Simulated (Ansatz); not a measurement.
# Si3C3N8 (β-Si3N4 sites, P-6) by several functionals

All numbers come from the plane-wave code Ansatz. Note: simulated data, non-magnetic, for a generated structure that need not be the stable one.

Structure: Si3C3N8 on the sites of β-Si3N4 (relaxed group P-6), at its r2SCAN minimum. The symmetry is P-6 (No. 174, hexagonal); conventional cell a = 7.042 Å, c = 2.668 Å, 8.19 Å³ an atom. Around Si lie 4 N at 1.68–1.74 Å; around C lie 4 N at 1.43–1.58 Å; around N lie 3 Si at 1.70 Å; around N lie 3 C at 1.48 Å; around N lie 2 C at 1.58 Å and 1 Si at 1.74 Å; around N lie 1 C at 1.43 Å and 2 Si at 1.68 Å.

```
Si C N
1.0
     7.04237    0.00000    0.00000
    -3.52118    6.09887    0.00000
     0.00000    0.00000    2.66834
Si C N
3 3 8
Direct
  0.22553 0.83495 0.50000
  0.16505 0.39058 0.50000
  0.60942 0.77447 0.50000
  0.42577 0.23666 0.00000
  0.81089 0.57423 0.00000
  0.76334 0.18911 0.00000
  0.33333 0.66667 0.50000
  0.66667 0.33333 0.00000
  0.94836 0.63801 0.50000
  0.30397 0.00230 0.00000
  0.69833 0.69603 0.00000
  0.36199 0.31035 0.50000
  0.99770 0.30167 0.00000
  0.68965 0.05164 0.50000
```

Relaxed lattice by functional, symmetry kept:
```json
{"functional": "PBE", "k mesh": "6×6×8", "a (Å)": "7.084", "c (Å)": "2.683", "volume (Å³/atom)": "8.33"}
{"functional": "r2SCAN", "k mesh": "6×6×8", "a (Å)": "7.042", "c (Å)": "2.668", "volume (Å³/atom)": "8.19"}
```

On this one geometry the levels give:
```tsv
level	k mesh	gap (eV)	kind	edges	least direct gap (eV)
PBE	6×6×10	2.29	indirect	Γ–A (0.30) → Γ	2.49
r2SCAN	6×6×10	2.67	indirect	Γ–A (0.29) → Γ	2.85
HSE06	3×3×6	3.78	indirect	Γ–A (0.29) → Γ	3.92
PBE0	3×3×6	4.55	indirect	Γ–A (0.29) → Γ	4.68
```
PBE: smearing of 0.02 eV; the others have fixed occupations.
Wave cutoffs: 420 eV, 500 eV (r2SCAN).
Points off the special ones are mesh points or PBE's searched band edges, reused at the other levels.

HSE06 gives an indirect gap of 3.78 eV, from Γ–A (0.29 of the way from Γ) to Γ; the least direct gap is 3.92 eV at Γ. With r2SCAN, at Γ the top three valence levels group as 1+1+1 from the top, spread over 422 meV.

r2SCAN covers 26 % of the step from PBE to HSE06. All these functionals give a gap of the same kind, indirect.

r2SCAN (ground state on 6×6×8): ε∞: 4.64 along x and y, 4.93 along z. Born charges, averaged over directions: Si +3.43, C +2.54, N -2.65 to -1.85 e. The program notes that the ground state's band table doesn't vouch for all the bands that the response reads.

The meshes of the hybrids are coarse, so their gaps aren't converged to the digits shown.

The splittings at Γ are without spin-orbit coupling, which regroups them where it is of like size or larger.
